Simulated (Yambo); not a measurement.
Yambo run on NaOH (space group Pbcm, No. 57). The wavefunctions come from this Quantum ESPRESSO step (PBEsol, PseudoDojo standard norm-conserving files, scalar-relativistic):

```
&CONTROL
  calculation = 'nscf'
  pseudo_dir = './pseudo'
  outdir = './out'
/
&SYSTEM
  ibrav = 0
  nat = 12
  ntyp = 3
  ecutwfc = 88.0
  ecutrho = 352.0
  occupations = 'fixed'
  force_symmorphic = .true.
  nbnd = 268
/
&ELECTRONS
  conv_thr = 1.2000000000000002e-08
  diago_full_acc = .true.
  diago_thr_init = 1e-08
/
ATOMIC_SPECIES
H 1.0080 H.upf
O 15.9990 O.upf
Na 22.9898 Na.upf
CELL_PARAMETERS angstrom
  3.125950000000   0.000000000000   0.000000000000
  0.000000000000   5.867110000000   0.000000000000
  0.000000000000   0.000000000000   6.104340000000
ATOMIC_POSITIONS crystal
H   0.549930000000   0.521660000000   0.250000000000
H   0.450070000000   0.478340000000   0.750000000000
H   0.549930000000   0.978340000000   0.750000000000
H   0.450070000000   0.021660000000   0.250000000000
O   0.293630000000   0.428740000000   0.250000000000
O   0.706370000000   0.571260000000   0.750000000000
O   0.293630000000   0.071260000000   0.750000000000
O   0.706370000000   0.928740000000   0.250000000000
Na   0.843870000000   0.250000000000   0.000000000000
Na   0.156130000000   0.750000000000   0.000000000000
Na   0.156130000000   0.750000000000   0.500000000000
Na   0.843870000000   0.250000000000   0.500000000000
K_POINTS automatic
4 2 2 0 0 0
```

Yambo input:

```
rim_cut
gw0
dyson
el_el_corr
HF_and_locXC
ppa
em1d
RandQpts= 1000000
RandGvec= 1 Ry
EXXRLvcs= 88 Ry
VXCRLvcs= 352 Ry
Chimod= "HARTREE"
% BndsRnXp
 5 | 267 |
%
NGsBlkXp= 10 Ry
% LongDrXp
 1.0 | 1.0 | 1.0 |
%
PPAPntXp= 27.2114 eV
% GbndRnge
 1 | 267 |
%
GTermKind= "BG"
DysSolver= "n"
ExtendOut
% QPkrange
 1 | 1 | 32 | 33 |
 4 | 4 | 32 | 33 |
 11 | 11 | 32 | 33 |
 12 | 12 | 32 | 33 |
%
```

k points by index: 1 = Γ, 4 = (0, -0.5, -0.5), 11 = (-0.5, -0.5, 0), 12 = (-0.5, -0.5, -0.5).

The o-*.qp file then holds:

```
#    K-point    Band    Eo [eV]    E [eV]    E-Eo [eV]    Vxc [eV]    Vnlxc [eV]    Sc|Eo [eV]    Sc|E [eV]    dSc/dw|Eo [eV]    Re(Z)    Im(Z)
#
    1    32    0.000000    -1.718685    -1.718685    -19.28675    -25.16799    3.732300    4.162555    -6.811549    0.799793    -0.001271
    1    33    3.533624    4.702827    1.169204    -10.64376    -6.277540    -3.018841    -3.197018    -4.146511    0.867767    -0.819329E-3
    4    32    -0.621537    -2.459374    -1.837837    -18.39012    -24.37391    3.692806    4.145947    -6.708679    0.802218    -0.001470
    4    33    6.410674    7.913527    1.502853    -12.70732    -7.826933    -3.116443    -3.377534    -4.727209    0.851990    -0.816409E-3
    11    32    -0.548588    -2.413063    -1.864476    -18.50062    -24.58270    3.753003    4.217598    -6.780049    0.800534    -0.001347
    11    33    7.532506    9.076795    1.544289    -11.39511    -6.213540    -3.379546    -3.637276    -4.541245    0.856980    -0.460169E-3
    12    32    -0.726671    -2.618434    -1.891763    -18.28207    -24.40088    3.754163    4.227046    -6.801373    0.800032    -0.001553
    12    33    8.083032    9.604096    1.521064    -10.87515    -5.687134    -3.418611    -3.666951    -4.442397    0.859655    -0.001060
```
(The two width columns are left out.) Convergence of these settings isn't established.

Geometry of the Materials Project entry, not relaxed at this level.

The structure is a Materials Project entry; no match was found in the copy of COD used, and its stability was not checked.
